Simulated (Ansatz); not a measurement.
This InGa3P4 structure is the end of a relaxation. The cell was found from a structure generator's guess, not taken from experiment.

Method: Ansatz, DFT PBE, scalar-relativistic, plane waves, PAW. Cutoff 420 eV, Γ-centred mesh, Gaussian smearing, no spin polarisation.

```cif
data_structure
_symmetry_space_group_name_H-M 'P 1'
_symmetry_Int_Tables_number 1
_cell_length_a 6.8752
_cell_length_b 6.8752
_cell_length_c 6.8752
_cell_angle_alpha 131.747
_cell_angle_beta 131.747
_cell_angle_gamma 70.628
_cell_volume 177.22
loop_
_atom_site_label
_atom_site_type_symbol
_atom_site_fract_x
_atom_site_fract_y
_atom_site_fract_z
_atom_site_occupancy
In1 In 0.50000 0.50000 0.00000 1
Ga1 Ga 0.75000 0.25000 0.50000 1
Ga2 Ga 0.00000 0.00000 0.00000 1
Ga3 Ga 0.25000 0.75000 0.50000 1
P1 P 0.10673 0.63296 0.00000 1
P2 P 0.36704 0.36704 0.47377 1
P3 P 0.63296 0.10673 0.00000 1
P4 P 0.89327 0.89327 0.52623 1
```

Formation energies are uncorrected and refer to the elements' standard structures at the same level. The references include black phosphorus.

Question: What space group does it have?

Answer: I-42m (No. 121), with In and Ga ordered on zinc blende sites. Conventional cell: a = 5.620 Å, c = 11.220 Å. In has 4 P at 2.55 Å; around Ga on a site of symmetry -4 lie 4 P at 2.40 Å; Ga on a site of symmetry -42m is surrounded by 4 P at 2.38 Å; around P lie 3 Ga at 2.38–2.40 Å and 1 In at 2.55 Å.

Question: How far does it lie from the elements in energy?

Answer: −0.373 eV/atom. A negative formation energy is needed for stability but isn't enough: competing phases decide.

Question: Is it a metal?

Answer: No, the gap on the 8×8×8 mesh is 1.16 eV.

The last run used an 8×8×8 mesh for its 8-atom cell and Gaussian smearing of 0.02 eV. Kohn–Sham gaps at this level usually fall short of measured ones. The reference form of P is held partly by dispersion forces, which this level lacks. A structure relaxed within its symmetry needn't be a true minimum.
